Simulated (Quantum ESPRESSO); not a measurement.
Ta4W2PtMg, finding a planted mistake in a log

Simulated, not a measurement. The program is pw.x of Quantum ESPRESSO 7.5 (plane-wave density functional theory). The cell is made up: eight metal atoms on a face-centred cubic lattice, with elements, volume, strain and displacements drawn at random and not relaxed, so it may be unstable or far from any real phase. PseudoDojo standard norm-conserving files set the functional (PBE unless stated); there is no spin polarisation or spin-orbit coupling, the Fermi-Dirac width of 0.25 eV means electrons at about 2900 K, and the masses in the input are unused placeholders. Heavy elements are run without spin-orbit coupling, which real alloys of them have. A spin test at this wide smearing found no moment, but such smearing suppresses magnetism that the real alloy may have.

Intended input:

```
&control calculation='scf', pseudo_dir='./dojo.nc.sr.pbe.v0_5.standard.upf', outdir='./o', disk_io='medium', tprnfor=.true., tstress=.true. /
&system ibrav=0, nat=8, ntyp=4, nbnd=71, ecutwfc=84.00895049, nosym=.true., tot_charge=0,
 occupations='smearing', smearing='fd', degauss=0.0183746611
/
&electrons conv_thr=1.470e-08, electron_maxstep=70, mixing_beta=0.5 /
ATOMIC_SPECIES
Mg 1.0 Mg.upf
Pt 1.0 Pt.upf
Ta 1.0 Ta.upf
W 1.0 W.upf
CELL_PARAMETERS angstrom
-2.0813 -4.0331 -1.9841
-4.1612 1.9732 2.0697
0.086 4.033 -4.0541
ATOMIC_POSITIONS angstrom
Ta -0.0826 0.1251 -0.0095
W 0.0574 2.0906 -2.018
W -1.977 1.9752 0.0701
Ta -2.0263 4.1289 -2.0815
Ta -2.1587 -0.0426 -1.9611
Pt -1.9657 1.9285 -3.8962
Mg -4.1253 -0.005 0.1036
Ta -4.1422 1.906 -1.8439
K_POINTS automatic
5 5 4 1 1 1
```

The log is shortened where brackets say so; the opening notice, blank lines, dates and the lines on written files are dropped, and the path of the files is cut. It prints rydbergs, bohrs and kilobars, and counts compression as positive stress. Its total energy is the free energy E - TS of the whole cell.

Log of the intended run:

```
     Program PWSCF v.7.5
     Parallel version (MPI & OpenMP), running on       1 processor cores
     Number of MPI processes:                 1
     Threads/MPI process:                     1
     [start-up lines left out]
     bravais-lattice index     =            0
     lattice parameter (alat)  =       9.3602  a.u.
     unit-cell volume          =     910.8672 (a.u.)^3
     number of atoms/cell      =            8
     number of atomic types    =            4
     number of electrons       =       108.00
     number of Kohn-Sham states=           71
     kinetic-energy cutoff     =      84.0090  Ry
     charge density cutoff     =     336.0358  Ry
     scf convergence threshold =      1.5E-08
     mixing beta               =       0.5000
     number of iterations used =            8  plain     mixing
     Exchange-correlation= PBE
                           (   1   4   3   4   0   0   0)
     [axes and pseudopotential details left out]
   Cartesian axes
     site n.     atom                  positions (alat units)
         1        Ta     tau(   1) = (  -0.0166760   0.0252563  -0.0019179  )
         2        W      tau(   2) = (   0.0115884   0.4220691  -0.4074120  )
         3        W      tau(   3) = (  -0.3991345   0.3987711   0.0141524  )
         4        Ta     tau(   4) = (  -0.4090877   0.8335795  -0.4202319  )
         5        Ta     tau(   5) = (  -0.4358178  -0.0086005  -0.3959245  )
         6        Pt     tau(   6) = (  -0.3968532   0.3893429  -0.7865999  )
         7        Mg     tau(   7) = (  -0.8328527  -0.0010094   0.0209157  )
         8        Ta     tau(   8) = (  -0.8362646   0.3848004  -0.3722631  )
     number of k points=    50  Fermi-Dirac smearing, width (Ry)=  0.0184
                       cart. coord. in units 2pi/alat
        k(    1) = (  -0.1696843   0.0279681  -0.1284995), wk =   0.0400000
        k(    2) = (  -0.2103470   0.1432320  -0.3201429), wk =   0.0400000
     [further k points left out]
     Dense  grid:    94815 G-vectors     FFT dimensions: (  60,  60,  64)
     Estimated max dynamical RAM per process >     185.31 MB
     Initial potential from superposition of free atoms
     starting charge     107.9944, renormalised to     108.0000
     Starting wfcs are   75 randomized atomic wfcs
     total cpu time spent up to now is       32.8 secs
     per-process dynamical memory:   101.6 Mb
     Self-consistent Calculation
     iteration #  1     ecut=    84.01 Ry     beta= 0.50
     Davidson diagonalization with overlap
     ethr =  1.00E-02,  avg # of iterations =  2.9
     total cpu time spent up to now is      115.2 secs
     total energy              =   -1203.13720672 Ry
     estimated scf accuracy    <       1.80208397 Ry
     iteration #  2     ecut=    84.01 Ry     beta= 0.50
     Davidson diagonalization with overlap
     ethr =  1.67E-03,  avg # of iterations =  3.0
     total cpu time spent up to now is      209.1 secs
     total energy              =   -1203.58864938 Ry
     estimated scf accuracy    <       5.85196625 Ry
     [iterations 3 to 15 left out]
     iteration # 16     ecut=    84.01 Ry     beta= 0.50
     Davidson diagonalization with overlap
     ethr =  2.43E-11,  avg # of iterations =  2.7
     total cpu time spent up to now is     1196.4 secs
     total energy              =   -1204.15317063 Ry
     estimated scf accuracy    <       0.00000004 Ry
     iteration # 17     ecut=    84.01 Ry     beta= 0.50
     Davidson diagonalization with overlap
     ethr =  2.43E-11,  avg # of iterations =  2.0
     total cpu time spent up to now is     1277.5 secs
     End of self-consistent calculation
     [lines on levels left out]
!    total energy              =   -1204.15317063 Ry
     estimated scf accuracy    <          8.3E-09 Ry
     smearing contrib. (-TS)   =      -0.11332933 Ry
     internal energy E=F+TS    =   -1204.03984130 Ry
     The total energy is F=E-TS. E is the sum of the following terms:
     one-electron contribution =    -261.33224427 Ry
     hartree contribution      =     181.09344617 Ry
     xc contribution           =    -248.35461737 Ry
     ewald contribution        =    -875.44642584 Ry
     convergence has been achieved in  17 iterations
     Forces acting on atoms (cartesian axes, Ry/au):
     atom    1 type  3   force =     0.02159487   -0.02707614   -0.01682916
     atom    2 type  4   force =     0.00332646   -0.03647348   -0.01050066
     atom    3 type  4   force =    -0.04517259    0.05676166   -0.00685019
     atom    4 type  3   force =     0.00467789   -0.04490489    0.04088941
     atom    5 type  3   force =     0.03813039   -0.01523880    0.01578214
     atom    6 type  2   force =    -0.00897220    0.03620588   -0.01298181
     atom    7 type  1   force =    -0.01813248   -0.03359934    0.01568978
     atom    8 type  3   force =     0.00454765    0.06432510   -0.02519952
     Total force =     0.148143     Total SCF correction =     0.000391
     Computing stress (Cartesian axis) and pressure
          total   stress  (Ry/bohr**3)                   (kbar)     P=       99.53
   0.00078850  -0.00003375   0.00016906          115.99       -4.96       24.87
  -0.00003375   0.00050168  -0.00007810           -4.96       73.80      -11.49
   0.00016906  -0.00007810   0.00073963           24.87      -11.49      108.80
     init_run     :     29.82s CPU     32.58s WALL (       1 calls)
     electrons    :   1209.00s CPU   1244.78s WALL (       1 calls)
     forces       :     15.34s CPU     15.48s WALL (       1 calls)
     stress       :     55.66s CPU     55.91s WALL (       1 calls)
     [timing details left out]
     PWSCF        :  21m50.34s CPU  22m31.08s WALL
     JOB DONE.
```

A second run was made from an input with one planted mistake. Its log:

```
     Program PWSCF v.7.5
     Parallel version (MPI & OpenMP), running on       1 processor cores
     Number of MPI processes:                 1
     Threads/MPI process:                     1
     [start-up lines left out]
     bravais-lattice index     =            0
     lattice parameter (alat)  =       9.3602  a.u.
     unit-cell volume          =     910.8672 (a.u.)^3
     number of atoms/cell      =            8
     number of atomic types    =            5
     number of electrons       =       107.00
     number of Kohn-Sham states=           71
     kinetic-energy cutoff     =      84.0090  Ry
     charge density cutoff     =     336.0358  Ry
     scf convergence threshold =      1.5E-08
     mixing beta               =       0.5000
     number of iterations used =            8  plain     mixing
     Exchange-correlation= PBE
                           (   1   4   3   4   0   0   0)
     [axes and pseudopotential details left out]
   Cartesian axes
     site n.     atom                  positions (alat units)
         1        Ta     tau(   1) = (  -0.0166760   0.0252563  -0.0019179  )
         2        V      tau(   2) = (   0.0115884   0.4220691  -0.4074120  )
         3        W      tau(   3) = (  -0.3991345   0.3987711   0.0141524  )
         4        Ta     tau(   4) = (  -0.4090877   0.8335795  -0.4202319  )
         5        Ta     tau(   5) = (  -0.4358178  -0.0086005  -0.3959245  )
         6        Pt     tau(   6) = (  -0.3968532   0.3893429  -0.7865999  )
         7        Mg     tau(   7) = (  -0.8328527  -0.0010094   0.0209157  )
         8        Ta     tau(   8) = (  -0.8362646   0.3848004  -0.3722631  )
     number of k points=    50  Fermi-Dirac smearing, width (Ry)=  0.0184
                       cart. coord. in units 2pi/alat
        k(    1) = (  -0.1696843   0.0279681  -0.1284995), wk =   0.0400000
        k(    2) = (  -0.2103470   0.1432320  -0.3201429), wk =   0.0400000
     [further k points left out]
     Dense  grid:    94815 G-vectors     FFT dimensions: (  60,  60,  64)
     Estimated max dynamical RAM per process >     189.19 MB
     Initial potential from superposition of free atoms
     starting charge     106.9938, renormalised to     107.0000
     Starting wfcs are   75 randomized atomic wfcs
     total cpu time spent up to now is       27.3 secs
     per-process dynamical memory:   109.2 Mb
     Self-consistent Calculation
     iteration #  1     ecut=    84.01 Ry     beta= 0.50
     Davidson diagonalization with overlap
     ethr =  1.00E-02,  avg # of iterations =  2.9
     total cpu time spent up to now is      106.7 secs
     total energy              =   -1198.70694290 Ry
     estimated scf accuracy    <       2.34442160 Ry
     iteration #  2     ecut=    84.01 Ry     beta= 0.50
     Davidson diagonalization with overlap
     ethr =  2.19E-03,  avg # of iterations =  3.1
     total cpu time spent up to now is      190.8 secs
     total energy              =   -1199.20432163 Ry
     estimated scf accuracy    <      11.65368634 Ry
     [iterations 3 to 15 left out]
     iteration # 16     ecut=    84.01 Ry     beta= 0.50
     Davidson diagonalization with overlap
     ethr =  2.88E-10,  avg # of iterations =  1.4
     total cpu time spent up to now is     1219.8 secs
     total energy              =   -1200.08850573 Ry
     estimated scf accuracy    <       0.00000002 Ry
     iteration # 17     ecut=    84.01 Ry     beta= 0.50
     Davidson diagonalization with overlap
     ethr =  1.97E-11,  avg # of iterations =  2.4
     total cpu time spent up to now is     1319.3 secs
     End of self-consistent calculation
     [lines on levels left out]
!    total energy              =   -1200.08850573 Ry
     estimated scf accuracy    <          5.5E-09 Ry
     smearing contrib. (-TS)   =      -0.12892300 Ry
     internal energy E=F+TS    =   -1199.95958273 Ry
     The total energy is F=E-TS. E is the sum of the following terms:
     one-electron contribution =    -299.44698684 Ry
     hartree contribution      =     196.78804551 Ry
     xc contribution           =    -237.95604033 Ry
     ewald contribution        =    -859.34460107 Ry
     convergence has been achieved in  17 iterations
     Forces acting on atoms (cartesian axes, Ry/au):
     atom    1 type  3   force =     0.02002295   -0.02564122   -0.01855351
     atom    2 type  4   force =     0.00188362   -0.02695886   -0.01040621
     atom    3 type  5   force =    -0.04761704    0.05547563   -0.01300890
     atom    4 type  3   force =     0.00718675   -0.04749119    0.04411905
     atom    5 type  3   force =     0.03693987   -0.01582383    0.00655178
     atom    6 type  2   force =     0.00598059    0.03125891   -0.00465278
     atom    7 type  1   force =    -0.02181424   -0.03276986    0.01179966
     atom    8 type  3   force =    -0.00258249    0.06195043   -0.01584909
     Total force =     0.143129     Total SCF correction =     0.000246
     Computing stress (Cartesian axis) and pressure
          total   stress  (Ry/bohr**3)                   (kbar)     P=       66.11
   0.00052938  -0.00002002   0.00015592           77.88       -2.95       22.94
  -0.00002002   0.00032575  -0.00005939           -2.95       47.92       -8.74
   0.00015592  -0.00005939   0.00049302           22.94       -8.74       72.53
     init_run     :     24.62s CPU     27.00s WALL (       1 calls)
     electrons    :   1216.95s CPU   1291.99s WALL (       1 calls)
     forces       :     16.23s CPU     16.46s WALL (       1 calls)
     stress       :     71.18s CPU     73.28s WALL (       1 calls)
     [timing details left out]
     PWSCF        :  22m 9.73s CPU  23m31.91s WALL
     JOB DONE.
```

Question: the log repeats what the program read. Compare it with the intended run: what was wrong in the second input?

Answer: one atom is of a wrong element. The input lines that differ:

```
- &system ibrav=0, nat=8, ntyp=4, nbnd=71, ecutwfc=84.00895049, nosym=.true., tot_charge=0,
+ &system ibrav=0, nat=8, ntyp=5, nbnd=71, ecutwfc=84.00895049, nosym=.true., tot_charge=0,
+ V 1.0 V.upf
- W 0.0574 2.0906 -2.018
+ V 0.0574 2.0906 -2.018
```

```
                                            intended run  run with the mistake
                          free energy (eV)    -16383.339            -16328.036
         entropy term -TS, part of it (eV)        -1.542                -1.754
                            pressure (GPa)          9.95                  6.61
size of the largest force component (eV/Å)         1.654                 1.593
largest change of a force component (eV/Å)                               0.384
                                iterations            17                    17
```

For scale, a rerun of the intended cell at a higher cutoff and on a denser mesh moved values by no more than 0.009 eV in energy, 0.05 GPa in stress and 0.008 eV/Å in force, and a second program with other atomic files agreed on that cell to 2 % rms in force and 0.5 GPa in pressure. Files of another functional or element have another zero of energy, so the energy change says nothing on stability.